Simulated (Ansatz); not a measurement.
AlPt:
```yaml
crystal:
  lattice:
    - [0.00000, 2.56770, 2.56770]
    - [2.56770, 0.00000, 2.56770]
    - [2.56770, 2.56770, 0.00000]
  atoms:
    - { symbol: Pt, position: [0.00000, 0.00000, 0.00000] }
    - { symbol: Al, position: [0.50000, 0.50000, 0.50000] }
```

Relaxed with PBE. Special points in fractions of this cell's reciprocal vectors: Γ (0.000, 0.000, 0.000); X (0.500, 0.000, 0.500); U (0.625, 0.250, 0.625); K (0.375, 0.375, 0.750); L (0.500, 0.500, 0.500); W (0.500, 0.250, 0.750).

Question: List the band energies nearest the Fermi level at these points for PBE in the plane-wave PAW code Ansatz.

Answer: In eV from the Fermi level; about four levels below and three above (degenerate sets whole), none deeper than 8.9 eV; … stands for higher levels left out; points with the same levels are listed once.

```tsv
k	below	above
Γ	-3.35 -3.35 -3.35 -3.25 -3.25	5.57 5.57 5.57
X	-2.69 -1.78 -1.78 -0.74	1.59 1.59 …
U	-3.31 -1.99 -1.71 -0.26	0.55 3.24 …
L	-4.06 -4.06 -2.12 -2.12 -1.11	6.72 6.72 …
W	-3.98 -3.98 -3.85 -1.78 -1.34	0.27 0.27 1.65
```

Space group Fm-3m (rock salt). The start of the workflow was typed in or built on a structure type; neither database checked (COD, Materials Project) lists it. Its standing as an ambient phase is unchecked. The cell was relaxed with PBE under the symmetry of its start; its stability against distortions is not shown here. The run is not spin-polarised. Spin–orbit coupling is left out wherever it is not named.

Potentials: the earlier of the program's two PAW sets.
